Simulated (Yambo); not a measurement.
Yambo input for SiC (2H, space group P6_3mc, No. 186) (a = b = 3.0762 Å, c = 5.0482 Å, α = β = 90.00°, γ = 120.00°), on norm-conserving PBEsol (Quantum ESPRESSO, 82 Ry, scalar-relativistic) wavefunctions on a 15×15×8 mesh:

```
optics
chi
dipoles
kernel
FFTGvecs= 40 Ry
Chimod= "HARTREE"
NGsBlkXd= 4 Ry
% QpntsRXd
 1 | 1 |
%
% BndsRnXd
 1 | 31 |
%
GrFnTpXd= "R"
% EnRngeXd
 0.0 | 20.0 | eV
%
% DmRngeXd
 0.2 | 0.2 | eV
%
CGrdSpXd= 50
ETStpsXd= 161
% LongDrXd
 0.0 | 0.0 | 1.0 |
%
```

First lines of the file o-*.eps_q1_inv_rpa_dyson:

```
Absorption @ Q(1):   0.00000000     0.00000000     1.00000000    [q->0 direction]
#
# [ X ] Hartree size     :   43
# [GEN] GF Energies     : Perdew, Burke & Ernzerhof SOL(X)+Perdew, Burke & Ernzerhof SOL(C)
# [GEN] Green`s Function     : Retarded
#
# [GEN] Gauge     : Length
# [GEN] [r,Vnl] included     : yes
#
#    E[1] [eV]     Im(eps)     Re(eps)     Im(eps_o)     Re(eps_o)
#
     0.000000     0.50081E-14     7.252877     -0.63924E-18     7.645635
     0.125000     0.006454     7.254885     0.006974     7.647805
     0.250000     0.012939     7.260918     0.013982     7.654324
     0.375000     0.019486     7.271006     0.021056     7.665224
     0.500000     0.026125     7.285195     0.028230     7.680557
     0.625000     0.032891     7.303554     0.035541     7.700394
     0.750000     0.039817     7.326170     0.043026     7.724833
     0.875000     0.046941     7.353154     0.050726     7.753993
     1.000000     0.054303     7.384641     0.058682     7.788019
     1.125000     0.061947     7.420791     0.066943     7.827083
     1.250000     0.069919     7.461791     0.075560     7.871391
     1.375000     0.078274     7.507860     0.084590     7.921177
     1.500000     0.087070     7.559252     0.094098     7.976717
     1.625000     0.096375     7.616258     0.104156     8.038325
     1.750000     0.106266     7.679215     0.114848     8.106365
     1.875000     0.116832     7.748509     0.126267     8.181255
     2.000000     0.128173     7.824583     0.138525     8.263474
     2.125000     0.140411     7.907950     0.151750     8.353574
     2.250000     0.153686     7.999199     0.166095     8.452193
     2.375000     0.168166     8.099013     0.181740     8.560068
     2.500000     0.184053     8.208186     0.198902     8.678054
     2.625000     0.201593     8.327645     0.217843     8.807150
     2.750000     0.221085     8.458480     0.238887     8.948531
     2.875000     0.242904     8.601978     0.262433     9.103583
     3.000000     0.267519     8.759673     0.288983     9.273954
     3.125000     0.295531     8.933410     0.319180     9.461629
     3.250000     0.327720     9.125430     0.353854     9.669010
     3.375000     0.365117     9.338485     0.394105     9.899050
     3.500000     0.409121     9.576001     0.441417     10.15542
     3.625000     0.461672     9.842309     0.497850     10.44274
     3.750000     0.525548     10.14298     0.566342     10.76697
     3.875000     0.604871     10.48532     0.651249     11.13588
     4.000000     0.706034     10.87910     0.759308     11.55988
```
(The file goes on to the top of the energy range.) Convergence of the RPA response with its 15×15×8 mesh was not tested.

Geometry relaxed with PBEsol.
